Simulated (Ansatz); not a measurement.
# How much do the gradients of MgAu4Se4Cl4O12 depend on the method?

Cell: a Materials Project structure (computed, not necessarily an observed phase).

```xyz
25
Lattice="4.5677 0.0000 0.0000 -0.7289 9.8346 0.0000 -0.4365 -0.6865 11.2929" Properties=species:S:1:pos:R:3 pbc="T T T"
Mg   -0.1190    5.6562   10.5303
Se    0.2712    8.3103    8.5459
Se    2.9374    7.0426    1.3064
Se    0.4367    2.4281   10.4198
Se    3.1552    1.0396    3.0238
Au    3.8430    4.3637    6.7797
Au    4.4839    0.1953    0.0603
Au   -0.2916    3.9767    2.0501
Au    3.4967    9.4192    5.7713
Cl    2.6701    4.5641    3.5888
Cl    1.5584    4.7073    7.2754
Cl    2.9846    1.5230    6.0804
Cl    0.3108    7.5860    5.4864
O     1.0323   -0.5748   10.0467
O     1.2788    3.5071    0.7971
O    -0.4780    6.8789    9.0222
O     3.5974    1.3619   10.6852
O    -0.4334    3.7803    9.9075
O    -0.3657    8.1450    0.7097
O     1.7965    5.9605   11.1161
O    -0.0401    2.1220    2.8101
O     3.4881    9.1703    7.7823
O    -0.2869    5.8504    1.2532
O     2.9639    0.3201    1.4387
O     3.3908    9.5949    3.7334
```

Atom numbers follow the list; atoms alike are taken as one site, whose name carries the number of the first.

First run. Computed with Ansatz: DFT, PBE, plane waves and PAW, scalar-relativistic, 420 eV cutoff, Γ-centred 7×4×3 k-points, Fermi–Dirac smearing 0.05 eV.

```json
{"site": "Mg", "atom": "1", "V_zz (10²¹ V/m²)": "2.00", "η": "0.71"}
{"site": "Se2", "atom": "2", "V_zz (10²¹ V/m²)": "-31.6", "η": "0.29"}
{"site": "Se3", "atom": "3", "V_zz (10²¹ V/m²)": "-30.4", "η": "0.13"}
{"site": "Se4", "atom": "4", "V_zz (10²¹ V/m²)": "-32.9", "η": "0.24"}
{"site": "Se5", "atom": "5", "V_zz (10²¹ V/m²)": "-29.9", "η": "0.18"}
{"site": "Au6", "atom": "6", "V_zz (10²¹ V/m²)": "-13.26", "η": "0.38"}
{"site": "Au7", "atom": "7", "V_zz (10²¹ V/m²)": "-9.58", "η": "0.36"}
{"site": "Au8", "atom": "8", "V_zz (10²¹ V/m²)": "-12.54", "η": "0.71"}
{"site": "Au9", "atom": "9", "V_zz (10²¹ V/m²)": "-12.04", "η": "0.99"}
{"site": "Cl10", "atom": "10", "V_zz (10²¹ V/m²)": "29.1", "η": "0.06"}
{"site": "Cl11", "atom": "11", "V_zz (10²¹ V/m²)": "24.3", "η": "0.43"}
{"site": "O17", "atom": "17", "V_zz (10²¹ V/m²)": "-15.55", "η": "0.76"}
{"site": "O20", "atom": "20", "V_zz (10²¹ V/m²)": "13.42", "η": "0.06"}
{"site": "O25", "atom": "25", "V_zz (10²¹ V/m²)": "14.01", "η": "0.90"}
```

Second run. The same atoms and settings, except that the functional is r2SCAN and the cutoff is 500 eV.

Question: What does the second run give?

Answer: 

| site | atom | V_zz | η | change of V_zz |
| --- | --- | --- | --- | --- |
| Mg | 1 | 2.05 | 0.69 | +0.05 |
| Se2 | 2 | -33.8 | 0.28 | -2.16 |
| Se3 | 3 | -32.6 | 0.14 | -2.19 |
| Se4 | 4 | -34.9 | 0.23 | -2.08 |
| Se5 | 5 | -32.0 | 0.17 | -2.10 |
| Au6 | 6 | -20.7 | 0.20 | -7.41 |
| Au7 | 7 | -5.41 | 0.51 | +4.17 |
| Au8 | 8 | 7.45 | 0.99 | – |
| Au9 | 9 | 8.79 | 0.69 | – |
| Cl10 | 10 | 28.7 | 0.05 | -0.45 |
| Cl11 | 11 | 22.9 | 0.42 | -1.40 |
| O17 | 17 | -16.06 | 0.75 | -0.51 |
| O20 | 20 | 14.20 | 0.08 | +0.78 |
| O25 | 25 | 14.65 | 0.90 | +0.64 |

The largest change of V_zz along a kept axis is on Au6, from -13.26 to -20.7. In per cent, |V_zz| changes by +2 on Mg, +6 to +7 on Se, -44 to +56 on Au, -6 to -2 on Cl, +3 to +6 on O (all sites that start above 0.5, bar those whose gradient vanishes or changes sign or whose main axis turns by over 40°). Where |V_zz| stays above 0.1 and the axes keep their order, η moves most on Au6, from 0.38 to 0.20. On Au8, Au9 the largest principal value lies along another axis in the second run, so the two V_zz can't be compared directly. The table leaves out 11 of the 25 sites, with |V_zz| up to 27.88; their tensors move by 0.87 at most along any direction. The statements above cover all sites.

Spin–orbit coupling is left out, which shifts gradients on Au by a few per cent in wide-gap crystals, and can shift them far more where the calculated gap is small or absent, as here.
For the first run: The largest force is 0.3 eV/Å, so the atoms aren't at the calculated equilibrium and relaxing them would move these values.
For the second run: At this cell the principal stresses reach 5 GPa in size with r2SCAN, which can matter for small gradients. The largest force is 1.2 eV/Å, so the atoms aren't at the calculated equilibrium and relaxing them would move these values. With these PAW files V_zz is typically within 2 to 3 % of all-electron values, but misses above 10 % occur on Au.
